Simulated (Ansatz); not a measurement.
Tetragonal deformation path in YTe

Method: Ansatz, DFT PBEsol, scalar-relativistic, plane waves, PAW. Settings: plane waves to 420 eV, k-mesh 16×16×16 (Γ-centred), Gaussian smearing 0.15 eV. No spin polarisation. Energies are free energies at this smearing, counted from the undisturbed cell; pressure is positive in compression.

Zero of the scan (as given, not relaxed at this level; it stands at -0.5 GPa, and it needn't be the usual structure):

```
Y Te
1.0
     0.00000    3.04750    3.04750
     3.04750    0.00000    3.04750
     3.04750    3.04750    0.00000
Y Te
1 1
Direct
  0.00000 0.00000 0.00000
  0.50000 0.50000 0.50000
```

At fixed volume and fractional coordinates, lengths along (0.000, 0.000, 1.000) are scaled against those across it; ρ is that ratio over its starting value. The cell is metallic on the mesh throughout.

| ρ | ΔE (meV/atom) |
| --- | --- |
| 0.650 | 3208.6 |
| 0.707 | 1836.6 |
| 0.780 | 809.1 |
| 0.850 | 304.4 |
| 0.920 | 71.5 |
| 0.960 | 16.1 |
| 1.000 | 0.0 |
| 1.050 | 20.9 |
| 1.100 | 75.6 |
| 1.200 | 249.7 |
| 1.300 | 486.1 |
| 1.414 | 821.4 |
| 1.500 | 1117.3 |

Question: Predict the pressure (GPa) at each point.

Answer:
```csv
ρ,pressure (GPa)
0.650,44.7
0.707,28.9
0.780,13.9
0.850,5.3
0.920,0.9
0.960,-0.2
1.000,-0.5
1.050,0.0
1.100,1.2
1.200,5.3
1.300,10.7
1.414,17.9
1.500,23.9
```